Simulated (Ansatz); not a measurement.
## Sn, first-principles data

Sn:
```
Sn
1.0
    3.05654     0.00000     0.00000
    0.00000     3.05654     0.00000
    0.00000     0.00000     3.05654
Sn
1
Direct
  0.50000   0.50000   0.50000
```

Space group Pm-3m (No. 221); conventional cell a = b = c = 3.057 Å, α = β = γ = 90.00°.

Method: the program Ansatz at the r²SCAN level (PAW). The cell and atoms are relaxed at this level. Other levels are named where they apply.

Cell and energy:

```
Property              Value
---------------  ----------
Volume per atom    28.56 Å³
Density          6.90 g/cm³
```

Electronic structure:

```
Item                                                                         Value
------------------------------------  --------------------------------------------
Electronic character                                             metallic (no gap)
Density of states at the Fermi level  0.52 states/eV per atom (mean over ±0.08 eV)
Gap with spin–orbit coupling                                       none (metallic)
```

Mechanics:

```
Property                                                                       Value
--------------------------------------------  --------------------------------------
Bulk modulus (Birch–Murnaghan fit)                                          53.8 GPa
Pressure derivative B′                                                           4.9
Elastic constants (relaxed ions, GPa)               C11 = 117, C12 = 20.9, C44 = 6.2
Mechanical stability                          stable (all eigenvalues of C positive)
Hill bulk and shear moduli                                         53.1 and 16.2 GPa
Young's modulus                                                             44.2 GPa
Poisson's ratio                                                                 0.36
Debye temperature from the elastic constants                                   168 K
```

A made-up cell: these elements were put on the sites of a structure type; neither database checked (COD, Materials Project) lists it. It is not the phase usual at ambient conditions (space group No. 141). The r²SCAN relaxation kept the symmetry of its start; its stability against distortions is not shown here. As this level gives no gap, shear constants depend on the k-mesh and smearing (Fermi–Dirac, 0.1 eV here). Scalar-relativistic: spin–orbit coupling is off unless named, which matters more the heavier the elements.

Potentials: the later of the program's two PAW sets.
